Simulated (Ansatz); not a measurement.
CsCl (CsCl type)

```yaml
crystal:
  lattice:
    - [4.14031, 0.00000, 0.00000]
    - [0.00000, 4.14031, 0.00000]
    - [0.00000, 0.00000, 4.14031]
  atoms:
    - { symbol: Cs, position: [0.00000, 0.00000, 0.00000] }
    - { symbol: Cl, position: [0.50000, 0.50000, 0.50000] }
```

The slice is a {210} plane (indices of the conventional cell) through the point (0.500, 0.500, 0.500) (fractional), spanned by u = [100] and v = [021] in vectors of this cell: u (4.14 Å) and v (9.26 Å, at 90° to u). It covers one period; positions are fractions (u, v).

These are r2SCAN (plane waves to 500 eV, PAW, scalar-relativistic; Ansatz, an electronic-structure program) values and carry that method's errors. k mesh 8×8×8. Near the nuclei the fields are pseudised (PAW); where an atom keeps semicore shells as valence, they peak there. CsCl was relaxed with its symmetry unable to fall.

Task: Predict the map of the valence electron density on the slice.

Result: 
```
|@@@@%%**====**%%@@|
|%%%%**++====++**%%|
|****++++++++++++**|
|====++**####**++==|
|--==**##%%%%##**==|
|====**%%@@@@%%**==|
|====**##%%%%##**==|
|====++**####**++==|
|========++++======|
|====----====----==|
|========++++======|
|====++**####**++==|
|====**##%%%%##**==|
|====**%%@@@@%%**==|
|--==**##%%%%##**==|
|====++**####**++==|
|****++++++++++++**|
|%%%%**++====++**%%|
|@@@@%%**====**%%@@|
|  @@%%**====**%%@@|
```
Scale: ten equal steps from -3.00 (start of ' ') to 0.24 (end of '@'), in the order ' .:-=+*#%@'. Values: log₁₀ of the valence density in e/Å³. The map has 9 points along u (two characters each, u = 0 at the left) and 20 along v (v = 0 in the bottom row). The scale is logarithmic, as a density can span decades between atoms and voids; values under 0.001 e/Å³ are set to 0.001.
